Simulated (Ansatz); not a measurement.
Input:

W:
```
CELL_PARAMETERS angstrom
      2.75237     0.00000     0.00000
     -1.37618     2.38362     0.00000
      0.00000     0.00000     4.88917
ATOMIC_POSITIONS crystal
  W  0.33333 0.66667 0.75000
  W  0.66667 0.33333 0.25000
```

This is the PBEsol-relaxed structure.

Q: All from DFT-PBEsol in the program Ansatz with PAW potentials, unless another level is named. Predict the highest zone-centre frequency.

A: 215 cm⁻¹.

Q: Predict the bulk modulus (Birch–Murnaghan fit).

A: 292 GPa.

Space group P6_3/mmc (hcp (Mg type)). The start of the workflow was typed in or built on a structure type; the Crystallography Open Database copy checked does not list it. It is not the phase usual at ambient conditions (space group No. 229). The PBEsol relaxation kept the symmetry of its start; its stability against distortions is not shown here. The run is not spin-polarised. As this level gives no gap, phonon frequencies hold no LO–TO term and depend on the k-mesh and smearing (Fermi–Dirac, 0.1 eV here). On the denser mesh and wider smearing of the elastic run this cell carries a stress of 0.3 GPa. Spin–orbit coupling is left out wherever it is not named.

Potentials: the earlier of the program's two PAW sets. The files were generated under PBE; for other functionals the program regenerates the frozen cores, and for LDA and PBEsol the local potential too.
